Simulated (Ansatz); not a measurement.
Ir:
```
Ir
1.0
    0.00000     1.92026     1.92026
    1.92026     0.00000     1.92026
    1.92026     1.92026     0.00000
Ir
1
Direct
  0.00000   0.00000   0.00000
```

Relaxed with PBE+D3(BJ). Special points in fractions of this cell's reciprocal vectors: Γ (0.000, 0.000, 0.000); X (0.500, 0.000, 0.500); U (0.625, 0.250, 0.625); K (0.375, 0.375, 0.750); L (0.500, 0.500, 0.500); W (0.500, 0.250, 0.750).

List the band energies nearest the Fermi level at these points for PBE+D3(BJ) (plane waves, PAW; program Ansatz).

In eV from the Fermi level; about four levels below and three above (degenerate sets whole), none deeper than 8.9 eV; … stands for higher levels left out; points with the same levels are listed once.

```csv
k,below,above
Γ,-3.92 -3.92 -3.92 -1.23 -1.23,…
X,-7.95 -7.37,0.84 1.45 1.45
U,-6.98 -6.02 -2.93 -0.93,0.58 6.22 …
L,-8.13 -4.03 -4.03 -0.81,0.87 0.87 …
W,-6.30 -4.91 -4.91 -1.85,1.46 8.11 …
```

Space group Fm-3m (fcc (Cu type)). The PBE+D3(BJ) relaxation kept the symmetry of its start. The run is not spin-polarised. The pairwise dispersion correction was not fitted to metals. Spin–orbit coupling is left out wherever it is not named.

Potentials: the later of the program's two PAW sets.
